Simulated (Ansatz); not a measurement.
HfC:
```xyz
2
Lattice="0.0000 2.2862 2.2862 2.2862 0.0000 2.2862 2.2862 2.2862 0.0000" Properties=species:S:1:pos:R:3 pbc="T T T"
Hf     0.0000     0.0000     0.0000
C      2.2862     2.2862     2.2862
```

Relaxed with LDA. Special points in fractions of this cell's reciprocal vectors: Γ (0.000, 0.000, 0.000); X (0.500, 0.000, 0.500); U (0.625, 0.250, 0.625); K (0.375, 0.375, 0.750); L (0.500, 0.500, 0.500); W (0.500, 0.250, 0.750).

**Question.** List the band energies nearest the Fermi level at these points for plane-wave PAW LDA (Ansatz code).

**Answer.** In eV from the Fermi level; about four levels below and three above (degenerate sets whole), none deeper than 8.9 eV; points with the same levels are listed once.

```
k                    below           above
-  -----------------------  --------------
Γ                        –  1.13 1.13 1.13
X              -2.48 -2.01  0.04 0.04 5.52
U        -3.60 -2.69 -1.68  1.60 5.98 6.39
L  -8.13 -6.38 -3.19 -3.19  5.48 5.48 5.99
W        -3.09 -2.72 -2.72  3.77 3.77 7.02
```

Space group Fm-3m (rock salt). The cell was relaxed with LDA under the symmetry of its start. No spin polarisation was allowed. Spin–orbit coupling is left out wherever it is not named.

Potentials: the earlier of the program's two PAW sets. The files were generated under PBE; for other functionals the program regenerates the frozen cores, and for LDA and PBEsol the local potential too.
